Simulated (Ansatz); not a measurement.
The relaxed structure here is a generated cell of La2O3: the first start was made by placing the elements on the sites of a structure type, and the end was not matched to a known phase here, so it may be hypothetical. Known forms of La2O3 include space group No. 164.

A relaxed structure of La$_{2}$O$_{3}$. Space group Pnma (No. 62), AFLOW prototype A3B2_oP20_62_3c_2c (D5_8, as in Sb2S3). Computed with r2SCAN (plane waves to 500 eV, PAW, scalar-relativistic; Ansatz, an electronic-structure program).

```xyz
20
Lattice="9.4452 0.0000 0.0000 0.0000 3.5781 0.0000 0.0000 0.0000 9.4233" Properties=species:S:1:pos:R:3 pbc="T T T"
La     0.0403     0.8945     1.7360
La     4.7629     0.8945     2.9756
La     9.4049     2.6836     7.6873
La     4.6823     2.6836     6.4476
La     6.4713     0.8945     9.3044
La     1.7487     0.8945     4.8305
La     2.9740     2.6836     0.1189
La     7.6966     2.6836     4.5927
O      2.6292     0.8945     1.7366
O      7.3518     0.8945     2.9750
O      6.8161     2.6836     7.6866
O      2.0934     2.6836     6.4483
O      4.3072     0.8945     8.2370
O      9.0298     0.8945     5.8979
O      5.1380     2.6836     1.1863
O      0.4154     2.6836     3.5253
O      5.7666     0.8945     5.2516
O      1.0439     0.8945     8.8832
O      3.6787     2.6836     4.1716
O      8.4013     2.6836     0.5400
```

Problem. Give the band gap at the level r2SCAN.

Solution. 2.90 eV, direct within 0.03 eV (at Γ) (no spin-orbit coupling).

Problem. What smallest direct gap does r2SCAN give?

Solution. 2.91 eV at Γ.

No spin polarisation in the result.

The run could not lose the symmetry of its start: the end is stationary, and may be a saddle point rather than a minimum.
